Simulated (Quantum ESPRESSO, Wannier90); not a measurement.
## Wannierisation of Li$_{2}$ZrTeO$_{6}$ (R3)

Materials Project entry mp-6782; symmetrised, unrelaxed at this level. COD (Crystallography Open Database) has an entry of this formula and space group (matched by these alone). Level: PBEsol, no spin polarisation, no spin-orbit coupling; pw.x of Quantum ESPRESSO at 68 Ry with PseudoDojo potentials, 4×4×4 k-points, Wannier90. Density: 8×8×8 mesh, cold smearing 0.01 Ry. Spin-orbit coupling is left out although heavy elements are present.

On the energy scale of pw.x, whose zero is arbitrary, the valence-band maximum lies at 6.96 eV.

Input w.win:

```
num_bands = 24
num_wann = 24
exclude_bands = 1-11,36-64
num_iter = 1000
conv_tol = 1.0e-6
conv_window = 4
write_hr = true
write_u_matrices = true
auto_projections = true
begin unit_cell_cart
ang
   -2.6229101334    4.5430136148    0.0000000000
   -5.2458202669    0.0000000000    0.0000000000
   -2.6229101334    1.5143378716    4.6848970000
end unit_cell_cart
begin atoms_frac
Li  -0.2764800000 -0.2764800000 -0.1705600000
Li   0.2125930000  0.2125930000  0.3622210000
Zr  -0.0008600000 -0.0008600000  0.0025800000
Te  -0.4962530000 -0.4962530000  0.4887590000
O    0.1394700000 -0.2411300000 -0.2901400000
O   -0.2411300000  0.3918000000 -0.2901400000
O    0.3918000000  0.1394700000 -0.2901400000
O    0.2842600000 -0.3887400000  0.2310900000
O   -0.3887400000 -0.1266100000  0.2310900000
O   -0.1266100000  0.2842600000  0.2310900000
end atoms_frac
mp_grid = 4 4 4
begin kpoints
0.0000000000 0.0000000000 0.0000000000
0.0000000000 0.0000000000 0.2500000000
0.0000000000 0.0000000000 0.5000000000
... (61 more lines: the 4x4x4 mesh through Gamma)
end kpoints
```

Input of pw2wannier90.x that gives the overlap and projection files (equivalent; here they were cut from one run over all bands):

```
&inputpp
  outdir = './out'
  prefix = 'pwscf'
  seedname = 'w'
  write_amn = .true.
  write_mmn = .true.
  scdm_proj = .true.
  scdm_entanglement = 'isolated'
/
```

Output w.wout (banner and timings cut):

```
                                    ------
                                    SYSTEM
                                    ------

                              Lattice Vectors (Ang)
                    a_1    -2.622910   4.543014   0.000000
                    a_2    -5.245820   0.000000   0.000000
                    a_3    -2.622910   1.514338   4.684897

                   Unit Cell Volume:     111.64968  (Ang^3)

                        Reciprocal-Space Vectors (Ang^-1)
                    b_1     0.000000   1.383043  -0.447053
                    b_2    -1.197751  -0.691522  -0.447053
                    b_3     0.000000   0.000000   1.341158

 *----------------------------------------------------------------------------*
 |   Site       Fractional Coordinate          Cartesian Coordinate (Ang)     |
 +----------------------------------------------------------------------------+
 | li   1  -0.27648  -0.27648  -0.17056   |    2.62291  -1.51434  -0.79906    |
 | li   2   0.21259   0.21259   0.36222   |   -2.62291   1.51434   1.69697    |
 | zr   1  -0.00086  -0.00086   0.00258   |    0.00000  -0.00000   0.01209    |
 | te   1  -0.49625  -0.49625   0.48876   |    2.62291  -1.51434   2.28979    |
 | o    1   0.13947  -0.24113  -0.29014   |    1.66012   0.19424  -1.35928    |
 | o    2  -0.24113   0.39180  -0.29014   |   -0.66184  -1.53483  -1.35928    |
 | o    3   0.39180   0.13947  -0.29014   |   -0.99828   1.34058  -1.35928    |
 | o    4   0.28426  -0.38874   0.23109   |    0.68754   1.64135   1.08263    |
 | o    5  -0.38874  -0.12661   0.23109   |    1.07768  -1.41610   1.08263    |
 | o    6  -0.12661   0.28426   0.23109   |   -1.76522  -0.22524   1.08263    |
 *----------------------------------------------------------------------------*
                                ------------
                                K-POINT GRID
                                ------------

             Grid size =  4 x  4 x  4      Total points =   64

 *---------------------------------- MAIN ------------------------------------*
 |  Number of Wannier Functions               :                24             |
 |  Number of Objective Wannier Functions     :                24             |
 |  Number of input Bloch states              :                24             |
 |  Output verbosity (1=low, 5=high)          :                 1             |
 |  Timing Level (1=low, 5=high)              :                 1             |
 |  Optimisation (0=memory, 3=speed)          :                 3             |
 |  Length Unit                               :               Ang             |
 |  Post-processing setup (write *.nnkp)      :                 F             |
 |  Using Gamma-only branch of algorithms     :                 F             |
 *----------------------------------------------------------------------------*
 *------------------------------- WANNIERISE ---------------------------------*
 |  Total number of iterations                :              1000             |
 |  Number of CG steps before reset           :                 5             |
 |  Trial step length for line search         :             2.000             |
 |  Convergence tolerence                     :         0.100E-05             |
 |  Convergence window                        :                 4             |
 |  Iterations between writing output         :                 1             |
 |  Iterations between backing up to disk     :               100             |
 |  Write r^2_nm to file                      :                 F             |
 |  Write xyz WF centres to file              :                 F             |
 |  Write on-site energies <0n|H|0n> to file  :                 F             |
 |  Use guiding centre to control phases      :                 F             |
 |  Use phases for initial projections        :                 F             |
 *----------------------------------------------------------------------------*
 *-------------------------------- PLOTTING ----------------------------------*
 |  Plotting Hamiltonian in WF basis          :                 T             |
 *----------------------------------------------------------------------------*

       ... (k-mesh section left out)

 Starting a new Wannier90 calculation ...

 Reading overlaps from w.mmn

 Reading projections from w.amn

 *------------------------------- WANNIERISE ---------------------------------*
 +--------------------------------------------------------------------+<-- CONV
 | Iter  Delta Spread     RMS Gradient      Spread (Ang^2)            |<-- CONV
 +--------------------------------------------------------------------+<-- CONV

 ------------------------------------------------------------------------------
 Initial State
  WF centre and spread    1  (  1.457679,  0.080675, -1.561035 )     0.79734460
  WF centre and spread    2  ( -0.796360, -1.424934, -1.569061 )     0.79813378
  WF centre and spread    3  ( -0.810664,  1.405001, -1.571801 )     0.77069942
  WF centre and spread    4  ( -1.780518,  0.014688,  1.232440 )     0.79512828
  WF centre and spread    5  (  0.956709,  1.574304,  1.162236 )     0.77612248
  WF centre and spread    6  (  0.851822, -1.531747,  1.228107 )     0.79006639
  WF centre and spread    7  (  0.636867,  1.742812,  0.799817 )     0.85296036
  WF centre and spread    8  (  1.918158,  0.040066, -1.289940 )     0.74516478
  WF centre and spread    9  ( -1.039658,  1.538254, -1.146171 )     0.78115298
  WF centre and spread   10  ( -1.897111, -0.240790,  0.828043 )     0.82563036
  WF centre and spread   11  (  0.972788, -1.030566,  1.031284 )     0.88423939
  WF centre and spread   12  ( -0.825404, -1.648513, -1.146757 )     0.78498729
  WF centre and spread   13  ( -1.353072, -0.271168,  0.957081 )     0.89339797
  WF centre and spread   14  ( -0.910185,  1.010769, -1.183347 )     0.90322321
  WF centre and spread   15  (  1.438234,  0.306482, -1.061700 )     0.87275791
  WF centre and spread   16  ( -0.440344, -1.281976, -1.200407 )     0.92983447
  WF centre and spread   17  (  0.431772,  1.287875,  1.035994 )     0.83911452
  WF centre and spread   18  (  1.118935, -1.469755,  0.781475 )     0.84344931
  WF centre and spread   19  ( -0.371087, -1.930204, -1.593197 )     0.86854182
  WF centre and spread   20  ( -1.931791, -0.618452,  1.380132 )     0.90930671
  WF centre and spread   21  (  1.504854, -1.444478,  1.358386 )     0.92659022
  WF centre and spread   22  ( -1.469525,  1.293866, -1.612207 )     0.91143391
  WF centre and spread   23  (  0.491334,  1.985576,  1.402947 )     0.95612389
  WF centre and spread   24  (  1.848933,  0.612150, -1.603159 )     0.95128683
  Sum of centres and spreads (  0.002367, -0.000064, -3.340842 )    20.40669087

      0     0.204E+02     0.0000000000       20.4066908689  <-- CONV
        O_D=      0.0039390 O_OD=      3.4160383 O_TOT=     20.4066909 <-- SPRD
 ------------------------------------------------------------------------------
      1    -0.351E+00     0.6341004827       20.0556546760  <-- CONV
        O_D=      0.0026180 O_OD=      3.0663230 O_TOT=     20.0556547 <-- SPRD
      2    -0.175E+00     0.4945211830       19.8803174798  <-- CONV
        O_D=      0.0020381 O_OD=      2.8915657 O_TOT=     19.8803175 <-- SPRD
      3    -0.639E-01     0.3546287546       19.8164226565  <-- CONV
        O_D=      0.0014557 O_OD=      2.8282533 O_TOT=     19.8164227 <-- SPRD
      4    -0.165E-01     0.1931906271       19.7999477741  <-- CONV
        O_D=      0.0011603 O_OD=      2.8120738 O_TOT=     19.7999478 <-- SPRD
      5    -0.769E-02     0.1235520680       19.7922572928  <-- CONV
        O_D=      0.0012032 O_OD=      2.8043404 O_TOT=     19.7922573 <-- SPRD
       ... (lines left out)
    100    -0.508E-04     0.0099945718       19.6847146844  <-- CONV
        O_D=      0.0010829 O_OD=      2.6969182 O_TOT=     19.6847147 <-- SPRD
       ... (lines left out)
    200    -0.225E-04     0.0055047515       19.6784620539  <-- CONV
        O_D=      0.0010804 O_OD=      2.6906680 O_TOT=     19.6784621 <-- SPRD
       ... (lines left out)
    300    -0.704E-04     0.0110473582       19.6734010847  <-- CONV
        O_D=      0.0010859 O_OD=      2.6856016 O_TOT=     19.6734011 <-- SPRD
       ... (lines left out)
    400    -0.205E-04     0.0063870671       19.6695444704  <-- CONV
        O_D=      0.0010786 O_OD=      2.6817523 O_TOT=     19.6695445 <-- SPRD
       ... (lines left out)
    500    -0.861E-05     0.0034208560       19.6669381291  <-- CONV
        O_D=      0.0010815 O_OD=      2.6791430 O_TOT=     19.6669381 <-- SPRD
       ... (lines left out)
    600    -0.209E-04     0.0060498248       19.6652030998  <-- CONV
        O_D=      0.0010888 O_OD=      2.6774007 O_TOT=     19.6652031 <-- SPRD
       ... (lines left out)
    700    -0.492E-05     0.0031171925       19.6641687413  <-- CONV
        O_D=      0.0010908 O_OD=      2.6763643 O_TOT=     19.6641687 <-- SPRD
       ... (lines left out)
    800    -0.174E-05     0.0015467679       19.6635936769  <-- CONV
        O_D=      0.0010950 O_OD=      2.6757850 O_TOT=     19.6635937 <-- SPRD
       ... (lines left out)
    900    -0.382E-05     0.0025920649       19.6632581681  <-- CONV
        O_D=      0.0010994 O_OD=      2.6754451 O_TOT=     19.6632582 <-- SPRD
       ... (lines left out)
    906    -0.996E-06     0.0011315588       19.6632438645  <-- CONV
        O_D=      0.0010990 O_OD=      2.6754312 O_TOT=     19.6632439 <-- SPRD
    907    -0.990E-06     0.0017630178       19.6632428744  <-- CONV
        O_D=      0.0010989 O_OD=      2.6754304 O_TOT=     19.6632429 <-- SPRD
    908    -0.924E-06     0.0011269334       19.6632419502  <-- CONV
        O_D=      0.0010989 O_OD=      2.6754294 O_TOT=     19.6632420 <-- SPRD
             <<<     Delta < 1.000E-06  over  4 iterations     >>>
             <<< Wannierisation convergence criteria satisfied >>>
 Final State
  WF centre and spread    1  (  1.441988,  0.114689, -1.544467 )     0.81680208
  WF centre and spread    2  ( -0.640655, -1.314809, -1.550791 )     0.81462538
  WF centre and spread    3  ( -0.818323,  1.212255, -1.550797 )     0.81461205
  WF centre and spread    4  ( -1.859825,  0.047856,  1.144857 )     0.75800109
  WF centre and spread    5  (  0.972369,  1.589375,  1.142848 )     0.75729923
  WF centre and spread    6  (  0.888891, -1.635115,  1.144385 )     0.75782647
  WF centre and spread    7  (  0.619245,  1.728173,  0.802424 )     0.86116815
  WF centre and spread    8  (  1.858694, -0.018046, -1.278017 )     0.74588134
  WF centre and spread    9  ( -0.923853,  1.615549, -1.261538 )     0.74805354
  WF centre and spread   10  ( -1.809687, -0.325873,  0.803719 )     0.86067349
  WF centre and spread   11  (  0.874142, -1.034012,  1.022882 )     0.85233792
  WF centre and spread   12  ( -0.937191, -1.607850, -1.261574 )     0.74805123
  WF centre and spread   13  ( -1.332449, -0.240581,  1.022093 )     0.85232209
  WF centre and spread   14  ( -0.996496,  1.056349, -1.067051 )     0.83006068
  WF centre and spread   15  (  1.431810,  0.333587, -1.056414 )     0.82975960
  WF centre and spread   16  ( -0.416598, -1.391184, -1.067032 )     0.83006513
  WF centre and spread   17  (  0.460139,  1.273450,  1.025445 )     0.85246489
  WF centre and spread   18  (  1.187051, -1.403370,  0.803415 )     0.86079241
  WF centre and spread   19  ( -0.442969, -1.967284, -1.628454 )     0.84775003
  WF centre and spread   20  ( -1.958177, -0.587822,  1.423154 )     0.84302623
  WF centre and spread   21  (  1.488172, -1.401956,  1.423152 )     0.84299622
  WF centre and spread   22  ( -1.482224,  1.367272, -1.628454 )     0.84778070
  WF centre and spread   23  (  0.470170,  1.989849,  1.423128 )     0.84307396
  WF centre and spread   24  (  1.925976,  0.599215, -1.628895 )     0.84781806
  Sum of centres and spreads (  0.000197, -0.000282, -3.341980 )    19.66324195

         Spreads (Ang^2)       Omega I      =    16.986713637
        ================       Omega D      =     0.001098868
                               Omega OD     =     2.675429445
    Final Spread (Ang^2)       Omega Total  =    19.663241950
```
